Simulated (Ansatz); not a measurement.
**TiW3: relaxed-ion elastic tensor**

Method: DFT PBE, scalar-relativistic, plane waves, PAW (Ansatz). Cutoff 420 eV, 8×8×8 k-points (Γ-centred), Fermi-Dirac smearing of 0.15 eV. No spin polarisation.

Relaxed structure:
```yaml
crystal:
  lattice:
    - [5.07508, 0.00000, 0.00000]
    - [0.00000, 5.07508, 0.00000]
    - [0.00000, 0.00000, 5.07508]
  atoms:
    - { symbol: Ti, position: [0.50000, 0.50000, 0.50000] }
    - { symbol: Ti, position: [0.00000, 0.00000, 0.00000] }
    - { symbol: W, position: [0.50000, 0.25000, 0.00000] }
    - { symbol: W, position: [0.50000, 0.75000, 0.00000] }
    - { symbol: W, position: [0.25000, 0.00000, 0.50000] }
    - { symbol: W, position: [0.75000, 0.00000, 0.50000] }
    - { symbol: W, position: [0.00000, 0.50000, 0.25000] }
    - { symbol: W, position: [0.00000, 0.50000, 0.75000] }
```

The cell was found from a structure generator's guess, not taken from experiment. In a metal, frequencies and elastic constants depend on the k mesh and the smearing, soft modes and shear constants most. Spin–orbit coupling is left out, which matters for heavy elements.

Question: Give the relaxed-ion elastic constants (GPa, Voigt order xx yy zz yz xz xy, on the Cartesian axes of the cell above).

Answer:
```
466.1 129.1 129.1   0.0   0.0   0.0
129.1 466.1 129.1   0.0   0.0   0.0
129.1 129.1 466.1   0.0   0.0   0.0
  0.0   0.0   0.0  67.8   0.0   0.0
  0.0   0.0   0.0   0.0  67.8   0.0
  0.0   0.0   0.0   0.0   0.0  67.8
```

Question: Is the crystal stable against homogeneous strain?

Answer: Yes: the least eigenvalue of the tensor is 67.8 GPa.

Question: And the moduli of a polycrystal (Hill averages)?

Answer: B = 241 GPa, G = 99 GPa, E = 260 GPa, ν = 0.32.
